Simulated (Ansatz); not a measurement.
Magnetic orders of IrO

Computed with DFT r2SCAN, scalar-relativistic, plane waves, PAW in Ansatz 0.2.0.

```
Ir O
1.0
     0.00000    2.38474    2.38474
     2.38474    0.00000    2.38474
     2.38474    2.38474    0.00000
Ir O
1 1
Direct
  0.00000 0.00000 0.00000
  0.25000 0.25000 0.25000
```

```json
{
 "plane-wave cutoff": "500 eV",
 "Γ-centred k-mesh": "16×16×16",
 "occupation rule": "Gaussian smearing, 0.1 eV",
 "list of starting moments (μB, in atom order)": "2.5 0",
 "check for lower electronic states after the SCF": "off"
}
```

All runs keep this geometry, which isn't relaxed for the lowest state (largest force there 0.000 eV/Å, pressure -3.1 GPa) and needn't be a stable compound; relaxing each order can shift differences of a few meV. Spin–orbit coupling is left out, which for heavy magnetic ions can matter as much as these differences. r2SCAN tends to overstate moments in metals, so a weak moment here may be absent in the real material. Site moments are spin moments in atom-centred spheres that scale with the neighbour distance. The states are those that the runs reached from these starts; a lower one can exist. No antiferromagnetic start is among these.

**Question.** Order the starts by the energy of the state that they reach, lowest first.
A. no spin
B. large parallel starting moments

**Answer.** B (0.00 meV/atom), A (9.29 meV/atom).

| start | ends | energy above lowest (meV/atom) | site moments (μB) | gap on mesh (eV) | P (GPa) |
| --- | --- | --- | --- | --- | --- |
| no spin | non-magnetic | 9.29 | none over 0.05 | metal | -4.7 |
| large parallel starting moments | ferromagnetic | 0.00 | Ir +0.72, O +0.09 | metal | -3.1 |

Cost: 2 runs of about 1.6 core-minutes in all, on AMD EPYC 7R43 (Zen 3) (shared hosts).